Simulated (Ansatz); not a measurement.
Starting cell, HfN (rock salt):

```yaml
crystal:
  lattice:
    - [0.00000, 4.52548, 4.52548]
    - [2.26274, 0.00000, 2.26274]
    - [2.26274, 2.26274, 0.00000]
  atoms:
    - { symbol: N, position: [0.00000, 0.00000, 0.00000] }
    - { symbol: N, position: [0.50000, 0.00000, 0.00000] }
    - { symbol: Hf, position: [0.25000, 0.50000, 0.50000] }
    - { symbol: Hf, position: [0.75000, 0.50000, 0.50000] }
```

In this cell atom 3 (Hf, nearest neighbour N at 2.263 Å; its periodic images, 3.2 Å or more away, move with it) is moved by s along Cartesian z, unit vector (0.000, 0.000, 1.000); all other atoms and the cell stay fixed.

The numbers are results of r2SCAN (plane waves to 500 eV, PAW, scalar-relativistic; Ansatz, a quantum-chemistry and plane-wave program), not measurements. k mesh 7×14×14 (Γ-centred), Fermi-Dirac smearing 0.05 eV. E stands for the smeared free energy. Compression counts positive. Left out: 2 of 11 points, with atoms too close for the PAW data. With partly filled bands, energies and forces of such displacements shift with the k mesh and the smearing. HfN is run without spin polarisation. HfN was relaxed with its symmetry unable to fall. Spin-orbit coupling is left out, though Hf is heavy. The zero of ΔE is the undisplaced structure.

```
s (Å)      P (GPa)  ΔE (meV/cell)
------  ----------  -------------
-0.360  (withheld)            903
-0.270         5.9            455
-0.180         2.5     (withheld)
-0.090         0.6     (withheld)
0.000          0.0              0
0.090          0.6     (withheld)
0.180          2.5     (withheld)
0.270          5.9            455
0.360   (withheld)            903
```

Question: What belongs in the gaps?

Answer: 
- -0.360, P (GPa): 10.9
- -0.180, ΔE (meV/cell): 184
- -0.090, ΔE (meV/cell): 44
- 0.090, ΔE (meV/cell): 44
- 0.180, ΔE (meV/cell): 184
- 0.360, P (GPa): 10.9

(For displaced atoms, the force is minus the slope of the energy, and its curvature is a force constant, which sets phonon frequencies.)
